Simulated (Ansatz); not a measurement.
AlN:
```cif
data_Al4N4
_chemical_formula_sum 'Al4 N4'
_space_group_name_H-M_alt 'Fm-3m'
_space_group_IT_number 225
_space_group_name_Hall '-F 4 2 3'
_cell_length_a 4.03657
_cell_length_b 4.03657
_cell_length_c 4.03657
_cell_angle_alpha 90.000
_cell_angle_beta 90.000
_cell_angle_gamma 90.000
loop_
_atom_site_label
_atom_site_type_symbol
_atom_site_symmetry_multiplicity
_atom_site_Wyckoff_symbol
_atom_site_fract_x
_atom_site_fract_y
_atom_site_fract_z
_atom_site_occupancy
Al1 Al 4 a 0.00000 0.00000 0.00000 1
N1 N 4 b 0.50000 0.50000 0.50000 1
```
(The calculation used a cell of 2 atoms; values per cell refer to that cell.)

Relaxed with r²SCAN.

Q: Which orbitals make up the states near the band edges in plane-wave PAW r²SCAN (Ansatz code)?

A: Top 1 eV of the valence band: N 2p 94 %. Bottom 1 eV of the conduction band: Al 3s 60 %, Al 3p 8 %, N 2s 7 %, outside the projected shells 24 %. Projections are on Löwdin-orthogonalised atomic valence shells; empty p or d shells of many metals are not among them.

Q: Tabulate the density of states.

A: States/eV per cell of 2 atoms, in 0.25 eV bins, energy from the valence-band maximum.

```tsv
E (eV)	total	N 2p	Al 3p	Al 3s
-7.85	0.26	0.17	0.02	0.06
-7.60	0.34	0.23	0.03	0.07
-7.35	0.55	0.35	0.10	0.08
-7.10	0.78	0.50	0.17	0.09
-6.85	1.18	0.75	0.27	0.11
-6.60	1.19	0.76	0.24	0.12
-6.35	0.76	0.49	0.13	0.08
-6.10	0.41	0.27	0.06	0.04
-5.85	0.35	0.23	0.04	0.03
-5.60	0.49	0.33	0.08	0.04
-5.35	0.53	0.36	0.10	0.04
-5.10	0.55	0.37	0.10	0.03
-4.85	0.56	0.38	0.10	0.03
-4.60	0.57	0.40	0.11	0.03
-4.35	0.58	0.41	0.11	0.03
-4.10	0.57	0.41	0.10	0.02
-3.85	0.60	0.44	0.10	0.03
-3.60	0.70	0.52	0.11	0.04
-3.35	0.77	0.59	0.11	0.04
-3.10	0.92	0.72	0.13	0.04
-2.85	1.16	0.92	0.16	0.04
-2.60	1.18	0.96	0.16	0.03
-2.35	1.17	0.97	0.14	0.03
-2.10	1.18	1.00	0.12	0.02
-1.85	1.19	1.04	0.11	0.02
-1.60	1.20	1.07	0.09	0.01
-1.35	1.24	1.13	0.07	0.01
-1.10	1.02	0.94	0.04	0.00
-0.85	0.69	0.65	0.02	0.00
-0.60	0.52	0.48	0.02	0.00
-0.35	0.36	0.34	0.01	0.00
-0.10	0.15	0.14	0.01	0.00
0.15	0.00	0.00	0.00	0.00
0.40	0.00	0.00	0.00	0.00
0.65	0.00	0.00	0.00	0.00
0.90	0.00	0.00	0.00	0.00
1.15	0.00	0.00	0.00	0.00
1.40	0.00	0.00	0.00	0.00
1.65	0.00	0.00	0.00	0.00
1.90	0.00	0.00	0.00	0.00
2.15	0.00	0.00	0.00	0.00
2.40	0.00	0.00	0.00	0.00
2.65	0.00	0.00	0.00	0.00
2.90	0.00	0.00	0.00	0.00
3.15	0.00	0.00	0.00	0.00
3.40	0.00	0.00	0.00	0.00
3.65	0.00	0.00	0.00	0.00
3.90	0.00	0.00	0.00	0.00
4.15	0.00	0.00	0.00	0.00
4.40	0.00	0.00	0.00	0.00
4.65	0.00	0.00	0.00	0.00
4.90	0.00	0.00	0.00	0.00
5.15	0.00	0.00	0.00	0.00
5.40	0.00	0.00	0.00	0.00
5.65	0.02	0.00	0.00	0.02
5.90	0.08	0.00	0.00	0.06
6.15	0.14	0.00	0.01	0.08
6.40	0.21	0.00	0.02	0.10
6.65	0.26	0.01	0.03	0.12
6.90	0.32	0.01	0.05	0.13
7.15	0.45	0.02	0.10	0.15
7.40	0.57	0.03	0.15	0.16
7.65	0.71	0.04	0.21	0.18
7.90	0.93	0.06	0.29	0.20
8.15	1.15	0.09	0.40	0.22
8.40	1.15	0.10	0.38	0.23
8.65	1.12	0.12	0.34	0.26
8.90	1.12	0.13	0.31	0.33
9.15	0.76	0.09	0.21	0.22
9.40	0.52	0.06	0.14	0.12
9.65	0.40	0.05	0.09	0.09
9.90	0.45	0.06	0.10	0.12
10.15	0.81	0.12	0.24	0.21
10.40	0.99	0.14	0.34	0.27
```

This is a known high-pressure phase of the composition, computed here at zero pressure and temperature. Symmetry was held in the r²SCAN relaxation; its stability against distortions is not shown here. The volume moved by -17 % from the start of the relaxation.

Potentials: the earlier of the program's two PAW sets.
